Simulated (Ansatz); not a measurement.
The calculation used Ansatz 0.2.0, DFT PBE, scalar-relativistic, plane waves, PAW. Settings: cutoff 420 eV, Γ-centred meshes spaced at most about 0.3 Å⁻¹ (2π included), Gaussian smearing. No spin polarisation in the final relaxations.

These are static total energies at zero pressure.

Two relaxed structures of Cd3Se2S:

A.

```yaml
crystal:
  lattice:
    - [4.31558, 0.00000, 0.00000]
    - [-2.15779, 3.73740, 0.00000]
    - [0.00000, 0.00000, 10.58610]
  atoms:
    - { symbol: Cd, position: [0.00000, 0.00000, 0.99971] }
    - { symbol: Cd, position: [0.66667, 0.33333, 0.34216] }
    - { symbol: Cd, position: [0.33333, 0.66667, 0.65758] }
    - { symbol: Se, position: [0.66667, 0.33333, 0.08867] }
    - { symbol: Se, position: [0.00000, 0.00000, 0.74682] }
    - { symbol: S, position: [0.33333, 0.66667, 0.41505] }
```

B.

```yaml
crystal:
  lattice:
    - [-2.15942, 2.15942, 9.14979]
    - [2.15942, -2.15942, 9.14979]
    - [2.15942, 2.15942, -9.14979]
  atoms:
    - { symbol: Cd, position: [0.82784, 0.82784, 0.00000] }
    - { symbol: Cd, position: [0.50000, 0.50000, 0.00000] }
    - { symbol: Cd, position: [0.17216, 0.17216, 0.00000] }
    - { symbol: Se, position: [0.41386, 0.91386, 0.50000] }
    - { symbol: Se, position: [0.08614, 0.58614, 0.50000] }
    - { symbol: S, position: [0.75000, 0.25000, 0.50000] }
```

Question: Which placement of the atoms is lower in energy, and by how much?

Answer: They are level within the accuracy (2 meV/atom apart, with B the lower in these runs). The two share one framework of sites and differ in which element sits where. A has Se and S ordered on zinc blende sites, space group P3m1 (No. 156), 28.5 Å³/atom and a gap of 0.56 eV on its mesh; B has Se and S ordered on zinc blende sites, space group I-4m2 (No. 119), 28.4 Å³/atom and a gap of 0.63 eV. Counting S or Se atoms around Cd (for each partner element, those within 1.25 times its shortest distance or 1.15 times the sum of covalent radii, where it is the nearest in units of that sum or under 1.3), A and B both have Cd 4. Both come from invented guesses.

Kohn–Sham gaps at this level usually fall short of measured ones. Cells relaxed within their symmetry can be saddle points.
